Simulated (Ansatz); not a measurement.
**Structures of SnP$_{2}$: which is lowest?**

Plane-wave DFT in Ansatz with scalar-relativistic PAW potentials, cutoff 420 eV, Γ-centred meshes chosen by cell and gap, Gaussian smearing with energies taken to zero width. Every cell was relaxed (cell and atoms) in a run of its own, within the symmetry of its start. Functional: PBE.

Relaxed structures (starts from databases or built by putting these elements on another compound's sites):
A. P6_3/mmc, 6 atoms in the computed cell, a = 3.294 Å, c = 13.449 Å; sites (symmetry × multiplicity) Sn -6m2 × 2, P 3m. × 4; start: built
B. Pnnm, 6 atoms in the computed cell, a = 5.158 Å, b = 6.504 Å, c = 4.000 Å; sites (symmetry × multiplicity) Sn ..2/m × 2, P ..m × 4; start: built
C. I4_1/amd, 6 atoms in the computed cell, a = 3.152 Å, c = 27.264 Å; sites (symmetry × multiplicity) Sn -4m2 × 4, P 2mm. × 8; start: built
D. Imma, 6 atoms in the computed cell, a = 4.923 Å, b = 7.972 Å, c = 6.420 Å; sites (symmetry × multiplicity) Sn mm2 × 4, P m.. × 8; start: built

Task: Rank them by energy. Could pressure change the order?

Result:
| structure | group | E − E(lowest) (meV/atom) | V (Å³/atom) | gap on mesh (eV) |
| --- | --- | --- | --- | --- |
| B | Pnnm | 0.0 | 22.36 | 0.00 |
| A | P6_3/mmc | 118 | 21.06 | 0.00 |
| C | I4_1/amd | 241 | 22.58 | 0.00 |
| D | Imma | 253 | 21.00 | 0.00 |

B is lowest, 118 meV/atom under A. A is denser by 1.30 Å³/atom, so pressure favours it: ΔE/ΔV, with ΔE in eV and 1 eV/Å³ = 160.2 GPa, gives about 15 GPa for equal enthalpy if both cells were rigid, a rough figure since the two compress differently. Other structures may lie lower than all of these, and vibrations aren't counted.